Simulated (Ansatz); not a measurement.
**Ni (hcp): energy against volume**

Theory: Ansatz, DFT, r2SCAN, plane waves (500 eV) with PAW, scalar-relativistic. (PAW data from PBE, frozen cores regenerated.)

The cell is scaled uniformly from the relaxed one, with fractional coordinates and shape fixed. Energies are extrapolated to zero smearing, pressures are those at the given smearing. Magnetic state: spin not included. Spin polarisation is off; a magnetic state may lie lower.

A Birch-Murnaghan fit gives V₀ = 10.43 Å³/atom, B₀ = 228 GPa, B₀′ = 4.9.

What are the energy above the minimum and the pressure at 10.032 Å³/atom?

11.4 meV/atom and 10.17 GPa as computed.

What are the energy above the minimum and the pressure at 10.868 Å³/atom?

12.4 meV/atom and -8.09 GPa as computed.

What are the energy above the minimum and the pressure at 11.704 Å³/atom?

89.1 meV/atom and -19.45 GPa as computed.
